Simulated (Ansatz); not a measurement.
**Notes on Rb2ZrSe6**

```xyz
9
Lattice="3.6761 6.3673 0.0000 -3.6761 6.3673 0.0000 0.0000 0.0000 5.7465" Properties=species:S:1:pos:R:3 pbc="T T T"
Zr    0.0000    0.0000    0.0000
Se   -1.9116    5.3485    1.1378
Se    0.0000    2.0375    1.1378
Se    1.9116    5.3485    1.1378
Se    1.9116    7.3860    4.6087
Se   -1.9116    7.3860    4.6087
Se    0.0000   10.6970    4.6087
Rb   -0.0004    4.2451    3.9766
Rb    0.0004    8.4895    1.7699
```

Single point in Ansatz 0.2.0 with r2SCAN, no spin polarisation. Cutoff 500 eV, PAW datasets, 4×4×5 Γ-centred k mesh, tetrahedron filling.

- Stress: The pressure is 12.5 GPa (compression positive), so with the atoms held at these fractions the cell would first expand; the forces are large, so a full relaxation may end otherwise. The principal stresses 9.1, 14.3, 14.3 GPa differ, so its shape would change too.
- Forces: The largest is on Se2 (and as large on other atoms): 4.91 eV/Å, components (3.52, -2.03, 2.75). It makes 175° with the line to a nearest neighbour, Zr1 at 2.33 Å, pointing away from it.
- Formation energy: -0.15 eV an atom against the elements' usual phases (free molecules for gases, crystals otherwise, with no correction for O₂ or N₂), so it is bound against them; other compounds may still compete. Relaxing would lower it.
- Charges: Bader charges in e: Rb +0.82, Zr +1.78, Se -0.57. In the mean Zr gives up most and Se takes most.
- At the Fermi level: It is a metal, with about 11 states/eV a cell as the mean within 0.25 eV of the Fermi level, mostly Se p (96 %).
- Contacts: Zr–Se at 2.33 Å: least valence density 0.71 e/Å³ and ELF 0.41 there. Rb–Se at 3.60 Å: least valence density 0.05 e/Å³ and ELF 0.03 there. These are pseudo-fields; inside the PAW spheres they differ from the all-electron ones.

Origin: a known structure type with other elements, at an estimated volume, so it need not be a known compound. Caveats: empty levels are not fully converged; many states at the Fermi level without spin polarisation, so a magnetic state may lie lower; atoms or cell far from equilibrium; forces and stress under tetrahedra may miss the slope of the energy.
